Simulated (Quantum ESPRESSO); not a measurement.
Empty bands for a GW run on AlN (wurtzite, space group P6_3mc, No. 186): 79 bands on a 6×6×4 mesh, PBEsol, PseudoDojo standard norm-conserving files, scalar-relativistic, Quantum ESPRESSO. The input, in which only the diagonalization keyword changes:

```
&CONTROL
  calculation = 'nscf'
  pseudo_dir = './pseudo'
  outdir = './out'
/
&SYSTEM
  ibrav = 0
  nat = 4
  ntyp = 2
  ecutwfc = 84.0
  ecutrho = 336.0
  occupations = 'fixed'
  force_symmorphic = .true.
  nbnd = 79
/
&ELECTRONS
  conv_thr = 4e-09
  diago_full_acc = .true.
  diago_thr_init = 1e-08
  diagonalization = 'david'
/
ATOMIC_SPECIES
N 14.0070 N.upf
Al 26.9815 Al.upf
CELL_PARAMETERS angstrom
  3.113125709302   0.000000000000   0.000000000000
 -1.556562854651   2.696045949430   0.000000000000
  0.000000000000   0.000000000000   4.982810467000
ATOMIC_POSITIONS crystal
N   0.666666667000   0.333333333000   0.880969800000
N   0.333333333667   0.666666666333   0.380969800000
Al   0.666666667000   0.333333333000   0.499030200000
Al   0.333333333667   0.666666666333   0.999030200000
K_POINTS automatic
6 6 4 0 0 0
```

```json
[
 {"diagonalization": "david", "mean iterations per k point": "28", "rough time": "1", "largest change of an eigenvalue (eV)": "–"},
 {"diagonalization": "cg", "mean iterations per k point": "38", "rough time": "about 3×", "largest change of an eigenvalue (eV)": "5e-07"},
 {"diagonalization": "paro", "mean iterations per k point": "19", "rough time": "within a factor of two", "largest change of an eigenvalue (eV)": "5e-08"}
]
```

An iteration means different work in each solver, so the counts don't rank them. Times are rough ratios from shared machines.

Geometry relaxed with PBEsol.
